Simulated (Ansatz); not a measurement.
ZnPS₃, in the lowest among the structures calculated here: C2/m (No. 12), mS20; a = 5.972 Å, b = 10.348 Å, c = 7.015 Å, α = 90.00°, β = 106.40°, γ = 90.00°; Zn 4g (0.000, 0.333, 0.000); P 4i (0.055, 0.000, 0.163); S 8j (0.244, 0.165, 0.237); S 4i (0.250, 0.500, 0.237). Computed with r2SCAN (plane waves to 500 eV, PAW, scalar-relativistic; Ansatz, a quantum-chemistry and plane-wave program). Element references, the lowest calculated here: S (Fddd), P (Cmce), Zn (P6₃/mmc).

Problem. Give the formation energy of this C2/m form of ZnPS3 from the elements at the level r2SCAN.

Solution. -0.52 eV/atom.

Static energies, no anion corrections, no zero-point energy. Values are rounded to 0.01 eV/atom. The compounds carry no spin polarisation.
